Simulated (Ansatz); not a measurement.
TiC (rock salt)

Space group Fm-3m (No. 225); a = 4.3278 Å, b = 4.3278 Å, c = 4.3278 Å, α = 90.00°, β = 90.00°, γ = 90.00°

```tsv
atom	site	symmetry	x	y	z
C	4a	m-3m	0.0000	0.0000	0.0000
Ti	4b	m-3m	0.5000	0.5000	0.5000
```
(The calculation used a cell of 2 atoms; values per cell refer to that cell.)

Grid over V/V₀ and (c/a)/(c/a)₀, subscript 0 meaning the relaxed cell; the conventional c axis lies along z; no internal relaxation.

The numbers are results of r2SCAN (plane waves to 500 eV, PAW, scalar-relativistic; Ansatz, a first-principles code), not measurements. k mesh 18×18×18 (Γ-centred), Fermi-Dirac smearing 0.05 eV. E stands for the smeared free energy. With partly filled bands, the response to shear is sensitive to the k mesh, so small differences along c/a are uncertain. TiC is run without spin polarisation. TiC was relaxed with its symmetry unable to fall. The last digit holds for this mesh only.

Changes of ΔE (meV/atom) from the point V/V₀ = 1.000, (c/a)/(c/a)₀ = 1.000 when one coordinate moves alone (two changes are said to add if the coupling is within 5 % of the smaller one, nearly so within 20 %):

```csv
point,change
"V/V₀ = 1.000, (c/a)/(c/a)₀ = 0.920",65.0
"V/V₀ = 1.000, (c/a)/(c/a)₀ = 0.960",14.8
"V/V₀ = 0.960, (c/a)/(c/a)₀ = 1.000",14.2
"V/V₀ = 0.980, (c/a)/(c/a)₀ = 1.000",3.4
"V/V₀ = 1.020, (c/a)/(c/a)₀ = 1.000",3.2
"V/V₀ = 1.040, (c/a)/(c/a)₀ = 1.000",12.4
"V/V₀ = 1.000, (c/a)/(c/a)₀ = 1.040",12.5
"V/V₀ = 1.000, (c/a)/(c/a)₀ = 1.080",46.3
```

Do the two effects add at V/V₀ = 1.040, (c/a)/(c/a)₀ = 1.040? Give the computed change.

The sum of the single changes is 12.4 + (12.5) = 24.9; the calculation gives 23.1, so the coupling contributes -1.8 (under 20 % of the smaller single change, nearly additive).

Do the two effects add at V/V₀ = 0.960, (c/a)/(c/a)₀ = 1.080? Give the computed change.

The sum of the single changes is 14.2 + (46.3) = 60.5; the calculation gives 68.0, so the coupling contributes 7.5 (over 20 % of the smaller single change, not additive).

(Under strain, the slope of the energy per volume gives the stress and its curvature an elastic modulus.)
